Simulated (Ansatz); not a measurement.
Data:

ZnS (zinc blende)

```cif
data_S4Zn4
_chemical_formula_sum 'S4 Zn4'
_space_group_name_H-M_alt 'F-43m'
_space_group_IT_number 216
_space_group_name_Hall 'F -4 2 3'
_cell_length_a 5.38911
_cell_length_b 5.38911
_cell_length_c 5.38911
_cell_angle_alpha 90.000
_cell_angle_beta 90.000
_cell_angle_gamma 90.000
loop_
_atom_site_label
_atom_site_type_symbol
_atom_site_symmetry_multiplicity
_atom_site_Wyckoff_symbol
_atom_site_fract_x
_atom_site_fract_y
_atom_site_fract_z
_atom_site_occupancy
S1 S 4 c 0.25000 0.25000 0.25000 1
Zn1 Zn 4 a 0.00000 0.00000 0.00000 1
```
(The calculation used a cell of 2 atoms; values per cell refer to that cell.)

The volume is varied about the relaxed value V₀ at fixed cell shape. Symmetry pins the atoms to their sites.

All values below come from r2SCAN (plane waves to 500 eV, PAW, scalar-relativistic; Ansatz, a program for electronic structure). k mesh 11×11×11 (Γ-centred), Fermi-Dirac smearing 0.05 eV. Energies are smeared free energies. Stress and pressure are positive under compression. ZnS was relaxed with its symmetry unable to fall. The zero of ΔE is the relaxed starting cell.

The scan covers V/V₀ from 0.840 to 1.160 in 13 points.

Q: What is ΔE at V/V₀ = 1.160?

A: 94.3 meV/atom.

Q: What pressure does the cell carry at V/V₀ = 0.840?

A: 20.0 GPa.

Q: What is ΔE at V/V₀ = 0.840?

A: 167.5 meV/atom.

(A scan under strain: stresses follow from slopes of the energy per volume, elastic moduli from its curvatures.)
